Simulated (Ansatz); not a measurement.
CuCl:
```yaml
crystal:
  lattice:
    - [0.00000, 2.64498, 2.64498]
    - [2.64498, 0.00000, 2.64498]
    - [2.64498, 2.64498, 0.00000]
  atoms:
    - { symbol: Cu, position: [0.00000, 0.00000, 0.00000] }
    - { symbol: Cl, position: [0.75000, 0.75000, 0.75000] }
```

Relaxed with PBEsol. Special points in fractions of this cell's reciprocal vectors: Γ (0.000, 0.000, 0.000); X (0.500, 0.000, 0.500); U (0.625, 0.250, 0.625); K (0.375, 0.375, 0.750); L (0.500, 0.500, 0.500); W (0.500, 0.250, 0.750).

Question: List the band energies nearest the valence-band maximum at these points for PBEsol in the plane-wave PAW code Ansatz.

Answer: In eV from the valence-band maximum; about four levels below and three above (degenerate sets whole), none deeper than 8.9 eV; … stands for higher levels left out; points with the same levels are listed once.

| k | below | above |
|---|---|---|
| Γ | -1.76 -1.76 0.00 0.00 0.00 | 0.55 … |
| X | -1.63 -1.54 -1.31 -1.31 | 3.25 4.48 9.01 |
| U | -1.68 -1.59 -1.22 -1.05 | 4.09 5.27 8.12 |
| L | -1.68 -1.68 -1.61 -0.67 -0.67 | 2.90 6.98 … |
| W | -1.87 -1.56 -1.32 -0.94 | 4.96 5.50 7.46 |

Space group F-43m (zinc blende). Symmetry was held in the PBEsol relaxation. No spin polarisation was allowed.

Potentials: the later of the program's two PAW sets.
